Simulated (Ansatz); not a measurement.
**Stability checks on a candidate for RbGe6**

The structure comes from a generated guess, relaxed at this level; another structure or a mixture of phases may lie lower.

Method: DFT PBE, scalar-relativistic, plane waves, PAW in Ansatz 0.2.0. The final run on the 7-atom cell used 420 eV, a Γ-centred 8×8×8 mesh, 0.10 eV smearing and no spin polarisation.

```cif
data_structure
_symmetry_space_group_name_H-M 'Im-3m'
_symmetry_Int_Tables_number 229
_cell_length_a 7.1978
_cell_length_b 7.1978
_cell_length_c 7.1978
_cell_angle_alpha 90.000
_cell_angle_beta 90.000
_cell_angle_gamma 90.000
_cell_volume 372.90
loop_
_atom_site_label
_atom_site_type_symbol
_atom_site_symmetry_multiplicity
_atom_site_Wyckoff_symbol
_atom_site_fract_x
_atom_site_fract_y
_atom_site_fract_z
_atom_site_occupancy
Rb1 Rb 2 a 0.00000 0.00000 0.00000 1
Ge1 Ge 12 d 0.25000 0.00000 0.50000 1
```

The zero of energy is the elements' standard structures at the same level; no fitted shifts are applied.

Task: These tests were run: energy against the elements; random kick, then relaxation without symmetry; phonons at Γ; elastic tensor. What do they show?

Result:

```tsv
test	result
energy against the elements	−0.02 eV/atom
random kick, then relaxation without symmetry	returns
phonons at Γ	lowest optical mode 52 cm⁻¹
elastic tensor	least eigenvalue 7 GPa
```

It fails none of these tests outright. Other phases of the system weren't compared here, so this isn't yet thermodynamic stability. Phonons away from Γ weren't computed. Undecided within the accuracy: energy against the elements and elastic tensor.

For metals, differences of a few meV/atom aren't resolved. The kick test ran on a coarse mesh. The run for the phonons used an 8×8×8 k mesh and Fermi–Dirac smearing of 0.15 eV. The run for the elastic tensor used an 8×8×8 k mesh and Fermi–Dirac smearing of 0.15 eV.
